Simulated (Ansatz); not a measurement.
**A film clamped to a substrate in C**

All numbers below come from DFT LDA, scalar-relativistic, plane waves, PAW (Ansatz). The runs took a 420 eV cutoff, a Γ-centred 8×8×8 mesh and Gaussian smearing (0.05 eV). No spin polarisation. Energies are free energies at this smearing, counted from the undisturbed cell; pressure is positive in compression.

The starting cell (relaxed at this level; this bcc form isn't the usual structure):

```
CELL_PARAMETERS angstrom
-2.41040 2.41040 2.41040
2.41040 -2.41040 2.41040
2.41040 2.41040 -2.41040
ATOMIC_POSITIONS crystal
C 0.32547 0.00000 0.00000
C 0.67453 0.67453 0.67453
C 0.00000 0.32547 0.00000
C 0.00000 0.00000 0.32547
C 0.00000 0.67453 0.00000
C 0.32547 0.32547 0.32547
C 0.67453 0.00000 0.00000
C 0.00000 0.00000 0.67453
```

The cell (8 atoms, V0 = 56.02 Å³) is strained by p along both x and y and by q along z, fractional coordinates fixed. τp = (1/V0) ∂E/∂p = (σxx + σyy)(1 + p)(1 + q) and τq = (1/V0) ∂E/∂q = σzz(1 + p)², with tension positive.

| p | q | ΔE (meV/atom) | τp (GPa) | τq (GPa) |
| --- | --- | --- | --- | --- |
| 0.000 | 0.000 | 0.00 | 0.00 | 0.00 |
| -0.015 | 0.000 | 8.97 | -27.98 | -4.50 |
| 0.015 | 0.000 | 8.33 | 25.07 | 4.16 |
| 0.000 | -0.015 | 3.73 | -4.39 | -11.73 |
| 0.000 | 0.015 | 3.49 | 4.27 | 10.47 |

Q: Get the second derivatives of the energy density.

A: Central differences give A = ∂τp/∂p = 1768 GPa (C11 + C22 + 2 C12), C = ∂τq/∂q = 740 GPa (C33) and the cross term B = ∂τq/∂p = 289 GPa (C13 + C23); ∂τp/∂q = 289 GPa must equal B, and any difference shows higher-order terms. The ions are clamped. In a cubic crystal C11 = C = 740, C12 = B/2 = 144 GPa and A should be 2(C11 + C12) = 1769 GPa; the bulk modulus is (C11 + 2 C12)/3 = 343 GPa.

Q: A film of this crystal grows with z along the normal on a substrate that imposes p. How does its thickness respond, and what does the misfit cost?

A: Count p and q from the stress-free cell. A free surface needs τq = 0, so q = −(B/C) p = -0.39 p. The energy density left is (A − B²/C) p²/2 = M p², with the biaxial modulus M = 828 GPa; a misfit of 1 % costs 3.62 meV/atom, against 3.86 meV/atom if the thickness were held.

At p = -0.030 the energies along q are 65.6 (q = -0.030), 47.3 (q = -0.015), 37.3 (q = 0.000), 34.8 (q = 0.015), 39.0 (q = 0.030) meV/atom.

Q: Does the linear rule hold at this misfit?

A: A parabola through the lowest point and its neighbours has its minimum at q = 0.013, 34.8 meV/atom. With the stress left in the starting cell, τp0 and τq0, linear elasticity gives q = −(τq0 + Bp)/C = 0.012 and E = V0(τp0 p + τq0 q + Ap²/2 + Bpq + Cq²/2)/N = 32.6 meV/atom. The two agree within a tenth in energy.

Forces appear on the atoms along this scan, and letting them relax would lower the energy and soften the response.